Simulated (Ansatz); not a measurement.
Pressure against volume: Au

```
Au
1.0
     2.84080    0.00000    0.00000
    -1.42040    2.46020    0.00000
     0.00000    0.00000    4.78038
Au
2
Direct
  0.33333 0.66667 0.75000
  0.66667 0.33333 0.25000
```

The cell comes from COD entry 1545302, which wasn't checked; take it as a given geometry. The listed cell was then made from it by scaling, straining or moving an atom.

Spin–orbit coupling is left out, though it moves levels of the heavy atoms by tenths of an eV or more.

Levels of theory: DFT, PBEsol, all-electron LAPW, scalar-relativistic (Ansatz 0.2.0); DFT, PBEsol, PAW with Ansatz's default frozen-core files, scalar-relativistic (Ansatz 0.2.0).

For LAPW: a Γ-centred 14×14×8 k mesh, Fermi–Dirac smearing of 0.03 eV, basis error target 0.5 meV/atom, no spin polarisation. PAW takes a cutoff of 420 eV at this cell (files made with PBE, cores remade for this functional). The Ansatz runs share mesh, smearing and spin set-up. Plane-wave (PAW) pressures include the program's estimate of the Pulay term.

The cell above is scaled evenly, with fractional coordinates and shape held.

| V/V(cell) | V (Å³/atom) | P, LAPW (GPa) | P, PAW (GPa) | free energy over the lowest listed, PAW (meV/atom) |
| --- | --- | --- | --- | --- |
| 1.0000 | 16.705 | 3.49 | 3.52 | 3.5 |
| 1.0213 | 17.060 | -0.30 | -0.28 | 0.0 |
| 1.0426 | 17.416 | -3.59 | -3.57 | 4.4 |
| 1.0532 | 17.593 | -5.05 | -5.03 | 9.1 |
| 1.0745 | 17.949 | -7.64 | -7.62 | 23.2 |
| 1.0851 | 18.127 | -8.82 | -8.80 | 32.4 |
| 1.1064 | 18.482 | -10.96 | -10.94 | 54.3 |
| 1.1277 | 18.837 | -12.81 | -12.79 | 80.7 |

Q: What do Birch–Murnaghan fits to the pressures give?

A: LAPW: V0 = 17.03 Å³/atom, B0 = 170 GPa, B0′ = 5.8; PAW: V0 = 17.03 Å³/atom, B0 = 170 GPa, B0′ = 5.8.

PAW's V0 lies 0.01 % from the all-electron value and its B0 0.0 %. With shape and internal coordinates held, B0 is an upper bound to the relaxed modulus.
